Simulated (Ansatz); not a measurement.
**Guessed and relaxed cells of La₂Pb**

Recipe of this trial structure of La₂Pb: random cell by space group and Wyckoff sites (P-3m1, No. 164). Lengths were set from tabulated atomic sizes, so they are only a guess.

start.cif

```cif
data_structure
_symmetry_space_group_name_H-M 'P-3m1'
_symmetry_Int_Tables_number 164
_cell_length_a 4.0493
_cell_length_b 4.0493
_cell_length_c 6.8752
_cell_angle_alpha 90.000
_cell_angle_beta 90.000
_cell_angle_gamma 120.000
_cell_volume 97.63
loop_
_atom_site_label
_atom_site_type_symbol
_atom_site_symmetry_multiplicity
_atom_site_Wyckoff_symbol
_atom_site_fract_x
_atom_site_fract_y
_atom_site_fract_z
_atom_site_occupancy
La1 La 2 d 0.33333 0.66667 0.25776 1
Pb1 Pb 1 b 0.00000 0.00000 0.50000 1
```

These are results of DFT PBE, scalar-relativistic, plane waves, PAW (Ansatz 0.2.0), not measurements. Cutoff 420 eV, Gaussian smearing, Γ-centred meshes. Cell and atoms relax first on a coarse mesh and then on a finer one. In between, the cell is made exact in the group found at 0.06 Å. In metals the finer mesh still leaves noise of several meV/atom or more. The steps can't lower the symmetry of their start. No spin polarisation.

end.cif

```cif
data_structure
_symmetry_space_group_name_H-M 'P-3m1'
_symmetry_Int_Tables_number 164
_cell_length_a 3.8132
_cell_length_b 3.8132
_cell_length_c 8.4040
_cell_angle_alpha 90.000
_cell_angle_beta 90.000
_cell_angle_gamma 120.000
_cell_volume 105.83
loop_
_atom_site_label
_atom_site_type_symbol
_atom_site_symmetry_multiplicity
_atom_site_Wyckoff_symbol
_atom_site_fract_x
_atom_site_fract_y
_atom_site_fract_z
_atom_site_occupancy
La1 La 2 d 0.33333 0.66667 0.17868 1
Pb1 Pb 1 b 0.00000 0.00000 0.50000 1
```

The symmetry stays P-3m1 (No. 164). The volume per atom grows by 8.4 %, from 32.5 to 35.3 Å³. The shortest distance goes from 2.87 Å (La–Pb) to 3.48 Å (La–Pb). The ratio c/a of the conventional cell changes by a factor of 1.30. The energy falls by about 0.73 eV/atom (the start's value is from the coarse mesh).

```yaml
Volume_per_atom: 35.28 Å³
Density: 7.61 g/cm³
Energy_over_the_elements: −0.19 eV/atom
Gap_on_the_12×12×6_mesh_of_the_3-atom_cell: 0 eV (a metal)
```

Formation energies are uncorrected and refer to the elements' standard structures at the same level. Whether it is stable depends on the other phases of the system, which aren't compared here.

The last run used Gaussian smearing of 0.10 eV. Spin–orbit coupling, which can matter for Pb, is left out. The cell is a metal run without spin; a magnetic state may lie lower. Symmetry constrained the relaxation, so the result can be a saddle point. In all, the 4 runs took 20 min on 1 thread of Arm Neoverse N1, on a shared host.
